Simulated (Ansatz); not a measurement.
**An elastic constant from a strain scan in TiC**

Level of theory: DFT r2SCAN, scalar-relativistic, plane waves, PAW in Ansatz. Cutoff 500 eV, Γ-centred 18×18×18 k-points, Gaussian smearing of 0.15 eV. No spin polarisation. Energies are free energies at this smearing, counted from the undisturbed cell; pressure is positive in compression.

Reference structure (as given, not relaxed at this level; it stands at 0.0 GPa):

```
CELL_PARAMETERS angstrom
0.00000 2.16400 2.16400
2.16400 0.00000 2.16400
2.16400 2.16400 0.00000
ATOMIC_POSITIONS crystal
Ti 0.00000 0.00000 0.00000
C 0.50000 0.50000 0.50000
```

The cell is strained by ε times the Voigt pattern (1, -1, 0, 0, 0, 0) (xx, yy, zz, yz, xz, xy; engineering shear) with fractional coordinates fixed. The cell holds 2 atoms in V0 = 20.27 Å³. The stress column is τ = (1/V0) dE/dε, got from the stress tensor σ (compression positive) at each point as −det(1 + εP) σ : P(1 + εP)⁻¹, with P the pattern as a tensor.

```csv
ε,ΔE (meV/atom),τ (GPa)
-0.0350,31.495,-28.909
-0.0300,23.044,-24.559
-0.0250,15.950,-20.318
-0.0200,10.183,-16.166
-0.0150,5.718,-12.080
-0.0100,2.539,-8.035
-0.0050,0.634,-4.013
0.0000,0.000,0.000
0.0050,0.634,4.013
0.0100,2.539,8.035
0.0150,5.718,12.080
0.0200,10.183,16.166
0.0250,15.950,20.318
0.0300,23.044,24.559
0.0350,31.495,28.909
0.0400,?,?
```

Task: Which combination of elastic constants does this scan measure, and how large is it?

Result: For small ε, τ = τ0 + Kε with K = pᵀCp, which for this pattern is 2(C11 − C12) in the cubic axes. The parabola through τ at ε = -0.0050, 0 and 0.0050 has slope K = 803 GPa at zero. The energies per cell, E = NΔE, of the same two points give K = 2[E(ε₊)/ε₊ − E(ε₋)/ε₋]/[(ε₊ − ε₋)V0] = 801 GPa, in agreement.

Task: Predict the withheld row at ε = 0.0400 from the harmonic law, and compare.

Result: ΔE = V0(τ0 ε + Kε²/2)/N = 40.613 meV/atom and τ = 32.10 GPa. The calculation gives 41.341 meV/atom and 33.38 GPa, a miss of 1.8 % of the harmonic energy, so the harmonic law still holds here.

In a metal these slopes depend on the k mesh and the smearing.